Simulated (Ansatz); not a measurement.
## VN2: an elastic constant from a strain scan

Computed with DFT PBE, scalar-relativistic, plane waves, PAW in Ansatz 0.2.0. Settings: plane waves to 420 eV, k-mesh 16×16×16 (Γ-centred), Gaussian smearing 0.15 eV. No spin polarisation. Energies are free energies at this smearing, counted from the undisturbed cell; pressure is positive in compression.

The undisturbed cell (relaxed at this level; with this scan's settings it stands at 0.1 GPa):

```xyz
6
Lattice="-2.1533 2.1533 2.4842 2.1533 -2.1533 2.4842 2.1533 2.1533 -2.4842" Properties=species:S:1:pos:R:3 pbc="T T T"
V     0.0000    0.0000    1.2421
V     0.0000    0.0000    3.7264
N     2.6425    0.4891    0.0000
N     1.6642    0.4891    2.4842
N    -0.4891    1.6642    2.4842
N     0.4891    1.6642    0.0000
```

The cell is strained by ε times the Voigt pattern (1, -1, 0, 0, 0, 0) (xx, yy, zz, yz, xz, xy; engineering shear) with fractional coordinates fixed. The cell holds 6 atoms in V0 = 46.08 Å³. The stress column is τ = (1/V0) dE/dε, got from the stress tensor σ (compression positive) at each point as −det(1 + εP) σ : P(1 + εP)⁻¹, with P the pattern as a tensor.

| ε | ΔE (meV/atom) | τ (GPa) |
| --- | --- | --- |
| -0.0200 | ? | ? |
| -0.0100 | 2.189 | -9.131 |
| 0.0000 | 0.000 | 0.000 |
| 0.0050 | 0.548 | 4.567 |
| 0.0150 | 4.923 | 13.691 |

**Question.** Which combination of elastic constants does this scan measure, and how large is it?

**Answer.** For small ε, τ = τ0 + Kε with K = pᵀCp, which for this pattern is C11 + C22 − 2 C12 in the Cartesian frame shown. The parabola through τ at ε = -0.0100, 0 and 0.0050 has slope K = 913 GPa at zero. The energies per cell, E = NΔE, of the same two points give K = 2[E(ε₊)/ε₊ − E(ε₋)/ε₋]/[(ε₊ − ε₋)V0] = 914 GPa, in agreement. These are clamped-ion values.

**Question.** Predict the withheld row at ε = -0.0200 from the harmonic law, and compare.

**Answer.** ΔE = V0(τ0 ε + Kε²/2)/N = 8.755 meV/atom and τ = -18.27 GPa. The calculation gives 8.750 meV/atom and -18.24 GPa, a miss of 0.01 meV/atom at most, so the harmonic law still holds here.

Forces appear on the atoms along this scan, and letting them relax would lower the energy and soften the response. In a metal these slopes depend on the k mesh and the smearing.

Cost: 5 runs of about 3.9 core-minutes in all, on Intel Xeon Platinum 8488C (Sapphire Rapids) (shared hosts).